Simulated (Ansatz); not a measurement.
HfO2:
```yaml
crystal:
  lattice:
    - [5.24721, 0.00000, 0.00000]
    - [0.00000, 5.03079, 0.00000]
    - [0.00000, 0.00000, 5.05975]
  atoms:
    - { symbol: Hf, position: [0.03245, 0.26701, 0.24110] }
    - { symbol: Hf, position: [0.96755, 0.73299, 0.74110] }
    - { symbol: Hf, position: [0.46755, 0.26701, 0.74110] }
    - { symbol: Hf, position: [0.53245, 0.73299, 0.24110] }
    - { symbol: O, position: [0.36707, 0.06999, 0.38075] }
    - { symbol: O, position: [0.63293, 0.93001, 0.88075] }
    - { symbol: O, position: [0.13293, 0.06999, 0.88075] }
    - { symbol: O, position: [0.86707, 0.93001, 0.38075] }
    - { symbol: O, position: [0.73212, 0.46114, 0.49115] }
    - { symbol: O, position: [0.26788, 0.53886, 0.99115] }
    - { symbol: O, position: [0.76788, 0.46114, 0.99115] }
    - { symbol: O, position: [0.23212, 0.53886, 0.49115] }
```

Relaxed with r²SCAN. Special points in fractions of this cell's reciprocal vectors: Γ (0.000, 0.000, 0.000); X (0.500, 0.000, 0.000); S (0.500, 0.500, 0.000); Y (0.000, 0.500, 0.000); Z (0.000, 0.000, 0.500); U (0.500, 0.000, 0.500); R (0.500, 0.500, 0.500); T (0.000, 0.500, 0.500).

### Question
List the band energies nearest the valence-band maximum at these points for plane-wave PAW r²SCAN (Ansatz code).

### Answer
In eV from the valence-band maximum; about four levels below and three above (degenerate sets whole), none deeper than 8.9 eV; points with the same levels are listed once.

```
k                          below                above
-  -----------------------------  -------------------
Γ         -0.70 -0.18 -0.06 0.00       5.46 5.72 5.83
X        -0.69 -0.69 -0.38 -0.38  5.73 5.73 6.12 6.12
S        -0.63 -0.63 -0.47 -0.47  5.22 5.22 5.65 5.65
Y  -0.81 -0.81 -0.41 -0.18 -0.12       5.06 5.42 5.50
Z        -0.35 -0.35 -0.25 -0.25  5.16 5.16 5.83 5.83
U        -0.69 -0.69 -0.69 -0.69  5.70 5.70 5.70 5.70
R        -0.83 -0.83 -0.83 -0.83  5.21 5.21 5.21 5.21
T        -1.00 -1.00 -0.35 -0.35  5.06 5.06 5.44 5.44
```

Space group Pca2_1. Symmetry was held in the r²SCAN relaxation. No spin polarisation was allowed. Spin–orbit coupling is left out wherever it is not named.

Potentials: the earlier of the program's two PAW sets.
